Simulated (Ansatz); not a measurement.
NaBi:
```
NaBi
1.0
    3.32599     0.00000     0.00000
    0.00000     3.32599     0.00000
    0.00000     0.00000     4.79654
Na Bi
1 1
Direct
  0.50000   0.50000   0.50000
  0.00000   0.00000   0.00000
```

Relaxed with LDA. Special points in fractions of this cell's reciprocal vectors: Γ (0.000, 0.000, 0.000); X (0.000, 0.500, 0.000); M (0.500, 0.500, 0.000); Z (0.000, 0.000, 0.500); R (0.000, 0.500, 0.500); A (0.500, 0.500, 0.500).

**Question.** List the band energies nearest the Fermi level at these points for the program Ansatz at the LDA level (PAW).

**Answer.** In eV from the Fermi level; about four levels below and three above (degenerate sets whole), none deeper than 8.9 eV; points with the same levels are listed once.

| k | below | above |
|---|---|---|
| Γ | -2.18 | 0.39 3.15 3.15 |
| X | -4.63 -0.36 | 3.10 4.59 4.63 |
| M | -8.83 -2.74 -2.74 | 1.68 2.40 5.83 |
| Z | -4.48 | 3.33 3.33 6.53 |
| R | -4.25 -2.19 | 1.28 5.20 8.73 |
| A | -8.69 -2.53 -2.53 -0.18 | 3.05 3.62 3.62 |

Space group P4/mmm (L1₀ or tetragonal B2). The first step of the workflow began from a Materials Project structure, measured or hypothetical; the Crystallography Open Database copy checked does not list it. With Na and Bi taken as one species the cell has the higher symmetry Fm-3m, so it may be an ordered model of a mixed-site phase. Whether it is the stable phase at ambient conditions was not checked. The cell was relaxed with LDA under the symmetry of its start; of distortions, only those at the zone centre were tested. Scalar-relativistic: spin–orbit coupling is off unless named, which matters more the heavier the elements.

Potentials: the later of the program's two PAW sets.
